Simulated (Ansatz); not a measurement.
CdSe (zinc blende)

```
CELL_PARAMETERS angstrom
      0.00000     6.19627     6.19627
      3.09814     3.09814     6.19627
      3.09814     3.09814     0.00000
ATOMIC_POSITIONS crystal
  Se 0.00000 0.75000 0.75000
  Se 0.50000 0.75000 0.75000
  Cd 0.00000 0.00000 0.00000
  Cd 0.50000 0.00000 0.00000
```

A phonon eigenvector at X = (0.5, 0.5, 0.0) is frozen into this cell: atom i moves by Q times the vector below, so Q is the largest atomic displacement, in Å. The cell is held. It is one choice among 2 degenerate patterns. (q is in reciprocal vectors of the primitive cell; the cell shown is doubled to hold the pattern.)

```json
[
 {"atom": "Se1", "x": "0.000", "y": "-1.000", "z": "0.000"},
 {"atom": "Se2", "x": "0.000", "y": "1.000", "z": "0.000"},
 {"atom": "Cd3", "x": "0.488", "y": "0.000", "z": "0.000"},
 {"atom": "Cd4", "x": "-0.488", "y": "0.000", "z": "0.000"}
]
```

Method: PBE (plane waves to 420 eV, PAW, scalar-relativistic; Ansatz, a quantum-chemistry and plane-wave program). k mesh 9×9×9 (Γ-centred), Fermi-Dirac smearing 0.05 eV. E stands for the smeared free energy. Compression counts positive. CdSe was relaxed with its symmetry unable to fall. The zero of ΔE is the undisplaced structure.

```json
[
 {"Q (Å)": "-0.100", "−dE/dQ from forces (eV/Å)": "2.235", "ΔE (meV/cell)": "___", "P (GPa)": "0.49"},
 {"Q (Å)": "-0.083", "−dE/dQ from forces (eV/Å)": "1.857", "ΔE (meV/cell)": "___", "P (GPa)": "0.34"},
 {"Q (Å)": "-0.067", "−dE/dQ from forces (eV/Å)": "1.482", "ΔE (meV/cell)": "___", "P (GPa)": "0.22"},
 {"Q (Å)": "-0.050", "−dE/dQ from forces (eV/Å)": "1.109", "ΔE (meV/cell)": "27.7", "P (GPa)": "0.12"},
 {"Q (Å)": "-0.033", "−dE/dQ from forces (eV/Å)": "0.738", "ΔE (meV/cell)": "12.3", "P (GPa)": "0.05"},
 {"Q (Å)": "-0.017", "−dE/dQ from forces (eV/Å)": "0.369", "ΔE (meV/cell)": "3.1", "P (GPa)": "0.01"},
 {"Q (Å)": "0.000", "−dE/dQ from forces (eV/Å)": "0.000", "ΔE (meV/cell)": "0.0", "P (GPa)": "-0.01"},
 {"Q (Å)": "0.017", "−dE/dQ from forces (eV/Å)": "-0.369", "ΔE (meV/cell)": "3.1", "P (GPa)": "0.01"},
 {"Q (Å)": "0.033", "−dE/dQ from forces (eV/Å)": "-0.738", "ΔE (meV/cell)": "12.3", "P (GPa)": "0.05"},
 {"Q (Å)": "0.050", "−dE/dQ from forces (eV/Å)": "-1.109", "ΔE (meV/cell)": "27.7", "P (GPa)": "0.12"},
 {"Q (Å)": "0.067", "−dE/dQ from forces (eV/Å)": "-1.482", "ΔE (meV/cell)": "___", "P (GPa)": "0.22"},
 {"Q (Å)": "0.083", "−dE/dQ from forces (eV/Å)": "-1.857", "ΔE (meV/cell)": "___", "P (GPa)": "0.34"},
 {"Q (Å)": "0.100", "−dE/dQ from forces (eV/Å)": "-2.235", "ΔE (meV/cell)": "___", "P (GPa)": "0.49"}
]
```

Task: Complete the blanks.

Result: 
- -0.100, ΔE (meV/cell): 111.2
- -0.083, ΔE (meV/cell): 77.1
- -0.067, ΔE (meV/cell): 49.3
- 0.067, ΔE (meV/cell): 49.3
- 0.083, ΔE (meV/cell): 77.1
- 0.100, ΔE (meV/cell): 111.2

(A displaced cell: forces are minus the slopes of the energy, force constants its curvatures, and phonons follow from these.)
